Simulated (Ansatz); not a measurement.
V (bcc (W type)), relaxed and computed with several functionals in Ansatz (plane waves, PAW). Much of their spread follows the volume that each gives.

| functional | V (Å³/atom) | B₀ by P(V) fit (GPa) |
|---|---|---|
| r²SCAN+D4 | 13.18 | ? |
| LDA | 12.52 | 210 |
| r²SCAN | 13.26 | 192 |
| PBE+D3(BJ) | 12.84 | 198 |
| PBEsol | 12.94 | 197 |

Task: Fit a straight line to ln B₀ against ln V and predict the withheld value.

Result: Least squares on the 4 shown rows: ln B₀ = -1.55 × ln V + (9.256), with a scatter of 0.8 %. For r²SCAN+D4 this gives 192. The run itself gave 195, a miss of 1.5 % of that.

Began spin-polarised and lost the moments: V, bcc (W type) with r²SCAN+D4; V, bcc (W type) with LDA; V, bcc (W type) with r²SCAN; V, bcc (W type) with PBE+D3(BJ); V, bcc (W type) with PBEsol. All cells were relaxed under the symmetry of their starts (and spin orders); stability against distortions was not tested throughout.

Potentials: the later of the program's two PAW sets.

Ansatz (a quantum-chemistry and plane-wave program) is a plane-wave DFT program.
